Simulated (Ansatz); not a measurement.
TaAl (L1₀ or tetragonal B2, P4/mmm) under volume change, the program Ansatz at the PBEsol level (PAW), shape and atoms relaxed at each volume.

```tsv
V (Å³/atom)	E − E(relaxed) (meV/atom)	P (GPa)
14.897	79.7	18.78
15.388	33.5	11.54
15.879	7.9	5.32
16.371	0.0	-0.04
16.862	7.3	-4.63
17.353	27.7	-8.60
17.844	59.4	-12.00
```

Problem. What does a third-order Birch–Murnaghan fit give for V₀, B₀ and B′?

Solution. V₀ = 16.37 Å³/atom, B₀ = 165 GPa, B′ = 4.0.

The start of the workflow was typed in or built on a structure type; neither database checked (COD, Materials Project) lists it. Its standing as an ambient phase is unchecked. The cell was relaxed with PBEsol under the symmetry of its start. At this level the phase is mechanically unstable. The run is not spin-polarised. Spin–orbit coupling is left out wherever it is not named.

Potentials: the later of the program's two PAW sets.
